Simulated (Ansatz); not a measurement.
CuCl:
```
CELL_PARAMETERS angstrom
      0.00000     2.60374     2.60374
      2.60374     0.00000     2.60374
      2.60374     2.60374     0.00000
ATOMIC_POSITIONS crystal
  Cu 0.00000 0.00000 0.00000
  Cl 0.75000 0.75000 0.75000
```

Relaxed with LDA. Special points in fractions of this cell's reciprocal vectors: Γ (0.000, 0.000, 0.000); X (0.500, 0.000, 0.500); U (0.625, 0.250, 0.625); K (0.375, 0.375, 0.750); L (0.500, 0.500, 0.500); W (0.500, 0.250, 0.750).

Task: List the band energies nearest the valence-band maximum at these points for DFT-LDA in the program Ansatz with PAW potentials.

Result: In eV from the valence-band maximum; about four levels below and three above (degenerate sets whole), none deeper than 8.9 eV; … stands for higher levels left out; points with the same levels are listed once.

```tsv
k	below	above
Γ	-1.98 -1.98 0.00 0.00 0.00	0.64 …
X	-1.83 -1.74 -1.49 -1.49	3.22 4.51 9.26
U	-1.89 -1.79 -1.38 -1.19	4.08 5.42 8.26
L	-1.89 -1.89 -1.82 -0.75 -0.75	2.95 7.03 7.03
W	-2.09 -1.76 -1.49 -1.08	5.00 5.71 7.56
```

Space group F-43m (zinc blende). Symmetry was held in the LDA relaxation; phonons on a q-mesh show no instability. No spin polarisation was allowed.

Potentials: the earlier of the program's two PAW sets.
